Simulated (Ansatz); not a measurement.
An Ansatz input (plane waves, PAW) for OsCl3 (ReO3-type structure) that has something wrong with it:

```yaml
crystal:
  lattice:
    - [3.85518794, 0.0, 0.0]
    - [0.0, 3.85518794, 0.0]
    - [0.0, 0.0, 3.85518794]
  atoms:
    - { symbol: Os, position: [0.0, 0.0, 0.0], spin: 1.0 }
    - { symbol: Cl, position: [0.5, 0.0, 0.0] }
    - { symbol: Cl, position: [0.0, 0.0, 0.5] }
    - { symbol: Cl, position: [0.0, 0.5, 0.0] }
basis:
  ecutwfc: 420
  ecutrho_ratio: 4
kpoints:
  mp_grid: { grid: [6, 6, 6] }
hamiltonian:
  xc: pbe
  hubbard: { sites: [{ species: Os, l: d, u_eff: 2.0 }] }
scf:
  occupations: { method: gaussian, width: 0.05 }
  max_iter: 60
output:
  forces: true
  stress: true
magnetization:
  spin_polarized: true
```

Launched as:
```sh
ansatz run input.yaml --threads 2 --pin off --max-ram 2662MiB --backend cpu --events-out ev --progress --plain --runs-dir out
```

What the program printed:

```
SCF iter   1: F=—  HF=-14605.752817 eV  |F-HF|=—  |Δ(HF+E_count)|=         —  Δρ=4.38e-2 (↑2.33e-2 ↓4.38e-2)  dr2=3.31e0  dr2_m=1.74e-1  M=0.676 μB ∫|m|=0.680 μB  β_m=0.30  ethr=3.10e-3  ⟨swp⟩=7.5  Hψ=5076  notcnv=0
SCF iter   2: F=—  HF=-14605.544733 eV  |F-HF|=—  |Δ(HF+E_count)|=   2.08e-1  Δρ=3.08e-2 (↑2.03e-2 ↓3.08e-2)  dr2=1.77e0  dr2_m=1.01e-1  M=0.676 μB ∫|m|=0.684 μB  β_m=0.30  ethr=3.10e-3  ⟨swp⟩=2.0  Hψ=1384  notcnv=0  defer=16
SCF iter   3: F=—  HF=-14605.112704 eV  |F-HF|=—  |Δ(HF+E_count)|=   4.32e-1  Δρ=1.46e-2 (↑1.46e-2 ↓1.00e-2)  dr2=2.05e-1  dr2_m=5.51e-2  M=0.676 μB ∫|m|=0.684 μB  β_m=0.30  ethr=3.10e-3  ⟨swp⟩=2.5  Hψ=1580  notcnv=0  defer=15
SCF iter   4: F=—  HF=-14605.109983 eV  |F-HF|=—  |Δ(HF+E_count)|=   2.72e-3  Δρ=9.36e-3 (↑9.36e-3 ↓7.21e-3)  dr2=3.11e-2  dr2_m=2.94e-2  M=0.676 μB ∫|m|=0.684 μB  β_m=0.30  ethr=5.54e-4  ⟨swp⟩=3.0  Hψ=1885  notcnv=0  defer=25
SCF iter   5: F=—  HF=-14605.145293 eV  |F-HF|=—  |Δ(HF+E_count)|=   3.53e-2  Δρ=6.23e-3 (↑5.54e-3 ↓6.23e-3)  dr2=1.13e-2  dr2_m=1.55e-2  M=0.676 μB ∫|m|=0.684 μB  β_m=0.30  ethr=8.40e-5  ⟨swp⟩=2.5  Hψ=1598  notcnv=0  defer=25
SCF iter   6: F=—  HF=-14605.168460 eV  |F-HF|=—  |Δ(HF+E_count)|=   2.32e-2  Δρ=4.08e-3 (↑4.08e-3 ↓3.98e-3)  dr2=8.59e-4  dr2_m=8.32e-3  M=0.676 μB ∫|m|=0.683 μB  β_m=0.30  ethr=3.04e-5  ⟨swp⟩=2.1  Hψ=1542  notcnv=0  defer=25
SCF iter   7: F=—  HF=-14605.177354 eV  |F-HF|=—  |Δ(HF+E_count)|=   8.89e-3  Δρ=3.06e-3 (↑2.89e-3 ↓3.06e-3)  dr2=3.70e-4  dr2_m=4.50e-3  M=0.676 μB ∫|m|=0.683 μB  β_m=0.30  ethr=2.32e-6  ⟨swp⟩=2.1  Hψ=1395  notcnv=0  defer=25
Mixer restart at iter 7: flushing history
...
SCF 1 converged in 13 iterations: F = -14605.187608 eV  dr2 = 2.72e-10
Symmetry: 12 space group operations
k-points: 32 of 216
...
SCF iter   3: F=—  HF=-14605.187556 eV  |F-HF|=—  |Δ(HF+E_count)|=   1.51e-4  Δρ=2.81e-4 (↑2.81e-4 ↓1.92e-4)  dr2=6.90e-6  dr2_m=2.62e-5  M=0.676 μB ∫|m|=0.682 μB  ethr=2.70e-6  ⟨swp⟩=1.0  Hψ=3538  notcnv=0
SCF iter   4: F=—  HF=-14605.187608 eV  |F-HF|=—  |Δ(HF+E_count)|=   5.12e-5  Δρ=1.05e-5 (↑1.05e-5 ↓9.69e-6)  dr2=9.64e-8  dr2_m=3.06e-8  M=0.676 μB ∫|m|=0.682 μB  ethr=2.70e-10  ⟨swp⟩=2.6  Hψ=4930  notcnv=0
SCF iter   5: F=-14605.187608 eV  HF=-14605.187608 eV  |F-HF|=1.82e-9  |Δ(HF+E_count)|=   2.16e-8  Δρ=1.28e-6 (↑1.28e-6 ↓1.21e-6)  dr2=2.76e-9  dr2_m=1.33e-10  M=0.676 μB ∫|m|=0.682 μB  ethr=2.61e-10  ⟨swp⟩=1.0  Hψ=4007  notcnv=0
SCF iter   6: F=-14605.187608 eV  HF=-14605.187608 eV  |F-HF|=1.82e-9  |Δ(HF+E_count)|=  4.18e-11  Δρ=1.29e-6 (↑1.29e-6 ↓1.22e-6)  dr2=2.76e-9  dr2_m=1.41e-10  M=0.676 μB ∫|m|=0.682 μB  ethr=7.46e-12  ⟨swp⟩=1.0  Hψ=5118  notcnv=0
```

```
SCF 2 converged in 6 iterations: F = -14605.187608 eV  dr2 = 2.76e-9
an SCF from another whole filling of 1 corrected shell (2 electrons), with 36 of the crystal's symmetry operations given up (32 k-points in place of 20), reached no lower state that the run goes on to. This is no proof of a minimum. Whole fillings of corrected shells: 1 of 1 tried, 0 with no close
SCF converged after 13 iterations
Magnetization: 0.6759 μB (18.8380 up, 18.1620 down)
Absolute magnetization: 0.6821 μB (∫|ρ↑−ρ↓|, with the PAW one-centre terms)
Per-site moments (μB) at R_I (Å): [(0.25594, 0.79513), (0.05172, 0.79513), (0.05172, 0.79513), (0.05172, 0.79513)]
Free energy (F): -14605.187608 eV
E sigma→0 (E₀):  -14605.185664 eV
Entropy (-TS):   -0.003888 eV (-0.972 meV/atom)
Fermi energy:    14.837948 eV
--- Forces (eV/Å), atoms counted from 1 ---
  atom   1  Os     0.00000000     0.00000000     0.00000000
  atom   2  Cl     0.00000000     0.00000000     0.00000000
  atom   3  Cl     0.00000000     0.00000000     0.00000000
  atom   4  Cl     0.00000000     0.00000000     0.00000000
--- Stress (GPa, compression-positive) ---
      177.527961       0.000000       0.000000
        0.000000     177.527961       0.000000
        0.000000       0.000000     177.527961
  P = ⅓ Tr σ = 177.5280 GPa (1775.280 kbar)
```

Q: What is wrong with it?

A: A lattice far too small. Against the sound input: crystal.lattice: [[3.85518794, 0.0, 0.0], [0.0, 3.85518794, 0.0], [0.0, 0.0, 3.85518794]] (the cap on iterations is only a precaution).

The run converged all the same; its pressure of 178 GPa shows the fault against the sound run's. Its energy lies 3946 meV/atom from the sound one. It ran for 15 s on 2 threads of Arm Neoverse V2, with other jobs on the host, peak memory 0.49 GiB. The run before the change (PBE+U (U_eff = 2 eV on Os 5d), 420 eV, 6×6×6 mesh) gave:

```tsv
run	P (GPa)	gap on the mesh (eV)	cell moment (μB)	largest force component (eV/Å)
sound	0.0	metal	2.59	0.000
spoiled	177.5	metal	0.68	0.000
```

The two runs also differ in their start: the sound one had the moments 1.86, 0.00, 0.00, 0.00 μB typed, and went on from the state of an earlier run.

This is a trial structure made by placing the elements on a prototype's sites, so it needn't be the stable form. The ideal cubic cell shuts out tilts of the octahedra, which such structures often take.

Of that run: Open d and f shells can converge to several self-consistent states; this is the one that the run reached. The program warned that the potential is rough where the density is thin (voids or gaps), so long spacings are poorly fixed. The order of the orbitals lowers the symmetry: the run keeps 8 of the 48 point operations that the cell and its moments have. The moments were started parallel, and the real magnetic order may be another.
